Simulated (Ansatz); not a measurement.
**Data sheet: KLaGeS4 (DFT)**

KLaGeS4:
```
CELL_PARAMETERS angstrom
      6.72069     0.00000     0.00000
      0.00000     6.77989     0.00000
     -2.57771     0.00000     8.33431
ATOMIC_POSITIONS crystal
  K  0.73185 0.48668 0.93459
  K  0.26815 0.98668 0.06541
  La 0.23180 0.00363 0.55430
  La 0.76820 0.50363 0.44570
  Ge 0.22020 0.47358 0.31592
  Ge 0.77980 0.97358 0.68408
  S  0.01538 0.73483 0.73052
  S  0.98462 0.23483 0.26948
  S  0.41722 0.47137 0.15665
  S  0.58278 0.97137 0.84335
  S  0.97754 0.24058 0.71513
  S  0.02246 0.74058 0.28487
  S  0.41169 0.42848 0.56929
  S  0.58831 0.92848 0.43071
```

Space group P2_1 (No. 4); conventional cell a = 6.7207 Å, b = 6.7799 Å, c = 8.7238 Å, α = 90.00°, β = 107.19°, γ = 90.00°.

Method: the program Ansatz at the r²SCAN level (PAW). The cell and atoms are relaxed at this level. Other levels are named where they apply.

Cell and energy:

| Item | Result |
|---|---|
| Volume per atom | 27.13 Å³ |
| Density | 3.31 g/cm³ |
| Formation energy from the elements (no fitted shifts) | -1.52 eV/atom |

Electronic structure:

| Property | Value |
|---|---|
| Band gap | 2.84 eV (indirect) |
| Valence-band maximum | at Γ |
| Conduction-band minimum | at Y2 (k = 0.500, 0.000, 0.000 in fractions of the reciprocal vectors) |
| Smallest direct gap on the standard path | 2.91 eV |
| Electron effective mass | 0.61, 1.1, 15 mₑ (principal values) |
| Hole effective mass | 0.26, 3.6, 10 mₑ (principal values) |

Charges:

| Item | Result |
|---|---|
| Bader charges | K +0.86, La +1.96, Ge +1.40, S -1.07 to -1.05 e |

The workflow started from a Materials Project entry (that database holds measured and hypothetical structures alike); the Crystallography Open Database copy checked does not list it. Its standing as an ambient phase is unchecked. The cell was relaxed with r²SCAN under the symmetry of its start; whether a distortion lowers the energy is not shown. The references are the lowest solids computed at this level, not always the standard phases. Scalar-relativistic: spin–orbit coupling is off unless named, which matters more the heavier the elements.

Potentials: the later of the program's two PAW sets.
